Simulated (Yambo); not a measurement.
```
CELL_PARAMETERS angstrom
      4.12555     0.00000     0.00000
     -2.06277     3.57283     0.00000
      0.00000     0.00000     6.82678
ATOMIC_POSITIONS crystal
  Mg 0.00000 0.00000 0.00000
  I  0.33333 0.66667 0.24575
  I  0.66667 0.33333 0.75425
```

MgI2 (CdI2 type, space group P-3m1, No. 164): mean Im ε in 1 eV windows above the direct gap of 5.34 eV, for different electron-hole kernels (Yambo, broadening 0.15 eV, norm-conserving PBEsol (Quantum ESPRESSO, 84 Ry, without SOC) bands; 6×6×4 mesh, 6 valence and 10 conduction bands, static screening with 52 bands and a 4 Ry block, scissor 1.72 eV, Tamm-Dancoff; field along x).

```csv
window (eV),independent quasiparticles,RPA (no attraction),BSE
5.3 to 6.3,1.7,1.4,11
6.3 to 7.3,8.0,5.7,7.3
7.3 to 8.3,8.1,6.1,5.9
8.3 to 9.3,8.2,5.2,5.4
9.3 to 10.3,6.8,5.9,2.7
10.3 to 11.3,3.1,4.0,2.0
```

This run doesn't resolve bound excitons or single peaks, so only averages are given, and they too depend on the mesh; weight that the attraction moves below the gap isn't listed. All transitions below 12.05 eV are in the band window. The scissor comes from a G0W0 run whose convergence isn't established.

Without spin-orbit coupling, band edges of such heavy elements can be off by tenths of an eV.

Geometry relaxed with PBE+D3(BJ).
